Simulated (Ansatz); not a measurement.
Y3Ge in space group Fm-3m (No. 225; Ge on 4a, Y on 4b, Y on 8c) at seven volumes, plane-wave PAW PBE (Ansatz code), scaled uniformly. One row is withheld.

```
V (Å³/atom)  P (GPa)
-----------  -------
23.793             ?
24.577          3.52
25.362          1.63
26.146          0.00
26.931         -1.30
27.715         -2.50
28.499         -3.52
```

### Question
Fit the shown pressures and predict the withheld one.

### Answer
P = (3/2)B₀(x^(7/2) − x^(5/2))[1 + (3/4)(B′ − 4)(x − 1)] with x = (V₀/V)^(2/3). Least squares on the six rows gives V₀ = 26.164 Å³/atom, B₀ = 49.2 GPa, B′ = 4.24. At V = 23.793, x = 1.0654 and P = 5.72 GPa. The run itself gave 5.62 GPa.

The cell is a constructed one: a structure type filled with these elements; neither database checked (COD, Materials Project) lists it. Whether it is the stable phase at ambient conditions was not checked. The cell was relaxed with PBE under the symmetry of its start; its stability against distortions is not shown here. The run is not spin-polarised.

Potentials: the later of the program's two PAW sets.
